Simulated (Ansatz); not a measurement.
# Course of a relaxation: AlAs5

A trial structure of AlAs5 was built thus: random cell by space group and Wyckoff sites (I4/mmm, No. 139). The dimensions are guesses.

```yaml
crystal:
  lattice:
    - [-2.67465, 2.67465, 5.13037]
    - [2.67465, -2.67465, 5.13037]
    - [2.67465, 2.67465, -5.13037]
  atoms:
    - { symbol: Al, position: [0.50000, 0.50000, 0.00000] }
    - { symbol: As, position: [0.50000, 0.50000, 0.50000] }
    - { symbol: As, position: [0.00000, 0.00000, 0.50000] }
    - { symbol: As, position: [0.50000, 0.00000, 0.00000] }
    - { symbol: As, position: [0.00000, 0.50000, 0.00000] }
    - { symbol: As, position: [0.00000, 0.00000, 0.00000] }
```

These are results of Ansatz, DFT PBE, scalar-relativistic, plane waves, PAW, not measurements. Cutoff 420 eV, Gaussian smearing, Γ-centred meshes. Cell and atoms relax first on a coarse mesh and then on a finer one. In between, the cell is made exact in the group found at 0.06 Å. In metals the finer mesh still leaves noise of several meV/atom or more. The steps can't lower the symmetry of their start. No spin polarisation.

Steps on the 4×4×4 mesh (6 atoms, 8 steps). The free energy counts from the last step; the plane-wave basis is renewed at times, which shifts energy and pressure.

```csv
step,ΔF (meV/atom),V (Å³/atom),P (GPa)
1,240.6,24.47,-3.74
2,184.3,23.13,-1.82
3,138.5,22.31,-0.86
4,80.5,21.79,-0.28
5,19.7,21.35,0.45
6,1.1,21.20,0.32
7,0.1,21.32,-0.02
8,0.0,21.32,0.00
```

The relaxed structure, after a last relaxation on the converged mesh:

```
Al As
1.0
    -2.87542    2.87542    3.88805
     2.87542   -2.87542    3.88805
     2.87542    2.87542   -3.88805
Al As
1 5
Direct
  0.50000 0.50000 0.00000
  0.50000 0.50000 0.50000
  0.00000 0.00000 0.50000
  0.50000 0.00000 0.00000
  0.00000 0.50000 0.00000
  0.00000 0.00000 0.00000
```

The symmetry stays I4/mmm (No. 139). The volume per atom shrinks by 12.4 %, from 24.5 to 21.4 Å³. The shortest distance goes from 2.67 Å (As–As) to 2.81 Å (Al–As and As–As). The ratio c/a of the conventional cell changes by a factor of 0.70. The energy falls by about 0.19 eV/atom (the start's value is from the coarse mesh). Al has 8 As at 2.81 Å; As on a site of symmetry 2/m is surrounded by 2 Al at 2.81 Å and 6 As at 2.81–2.88 Å; As on a site of symmetry 4/mmm has 8 As at 2.81 Å.

For AlAs5, the volume per atom is 21.43 Å³, the density is 5.19 g/cm³ and the energy over the elements is +0.25 eV/atom. The gap on the 10×10×10 mesh of the 6-atom cell is 0 eV (a metal).

The zero of energy is the elements' standard structures at the same level; no fitted shifts are applied.

The last run used Gaussian smearing of 0.10 eV. The reference form of As is held partly by dispersion forces, which this level lacks. A structure relaxed within its symmetry needn't be a true minimum. In all, the 3 runs took 91 s on 1 thread of Intel(R) Xeon(R) 6975P-C (Granite Rapids), with other jobs on the host.
